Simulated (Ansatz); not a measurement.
Input and command of a plane-wave DFT calculation in Ansatz:

```yaml
crystal:
  lattice:
    - [9.3017777559, -2.59217165, 0.0]
    - [9.3017777559, 2.59217165, 0.0]
    - [-1.0244335699, 0.0, 8.4599994622]
  atoms:
    - { symbol: Mg, position: [0.28038904, 0.28038904, 0.08446018] }
    - { symbol: Mg, position: [0.71961096, 0.71961096, 0.91553982] }
    - { symbol: Mg, position: [0.5549141, 0.5549141, 0.38408297] }
    - { symbol: Mg, position: [0.4450859, 0.4450859, 0.61591703] }
    - { symbol: Mg, position: [0.29098487, 0.29098487, 0.44418787] }
    - { symbol: Mg, position: [0.70901513, 0.70901513, 0.55581213] }
    - { symbol: Mg, position: [0.42182726, 0.42182726, 0.00240288] }
    - { symbol: Mg, position: [0.57817274, 0.57817274, 0.99759712] }
    - { symbol: Mg, position: [0.01988705, 0.01988705, 0.18143133] }
    - { symbol: Mg, position: [0.98011295, 0.98011295, 0.81856867] }
    - { symbol: Ir, position: [0.86827975, 0.86827975, 0.02773626] }
    - { symbol: Ir, position: [0.13172025, 0.13172025, 0.97226374] }
    - { symbol: Ir, position: [0.91785028, 0.41857776, 0.22946336] }
    - { symbol: Ir, position: [0.08214972, 0.58142224, 0.77053664] }
    - { symbol: Ir, position: [0.58142224, 0.08214972, 0.77053664] }
    - { symbol: Ir, position: [0.41857776, 0.91785028, 0.22946336] }
    - { symbol: Ir, position: [0.0, 0.0, 0.5] }
    - { symbol: Ir, position: [0.21565336, 0.21565336, 0.74097427] }
    - { symbol: Ir, position: [0.78434664, 0.78434664, 0.25902573] }
    - { symbol: Ir, position: [0.1358066, 0.1358066, 0.4664289] }
    - { symbol: Ir, position: [0.8641934, 0.8641934, 0.5335711] }
    - { symbol: Ir, position: [0.1757298, 0.64287136, 0.29565935] }
    - { symbol: Ir, position: [0.8242702, 0.35712864, 0.70434065] }
    - { symbol: Ir, position: [0.35712864, 0.8242702, 0.70434065] }
    - { symbol: Ir, position: [0.64287136, 0.1757298, 0.29565935] }
basis:
  ecutwfc: 420
kpoints:
  mp_grid: { grid: [4, 4, 2] }
hamiltonian:
  xc: pbe
scf:
  occupations: { method: gaussian, width: 0.1 }
  lower_state_search: "off"
output:
  forces: true
  stress: true
  eigenvalues: true
```

```bash
ansatz run input.yaml --threads 8 --pin off --max-ram 20480MiB --backend cpu --events-out ev --progress --plain --runs-dir out
```

Processor: Intel(R) Xeon(R) Platinum 8259CL CPU @ 2.50GHz (Skylake/Cascade Lake), 8 threads, on a host shared with other jobs.

Q: How long does it run, and how much memory does it take?

A: About 17 s on 8 threads of Intel(R) Xeon(R) Platinum 8259CL CPU @ 2.50GHz (Skylake/Cascade Lake), with other jobs on the host, peak memory 3.3 GiB. It solves 213 bands at 14 k points (the mesh reduced by the symmetry that the task leaves, which can be less than the crystal's) with about 8017 plane waves, in 9 SCF iterations.
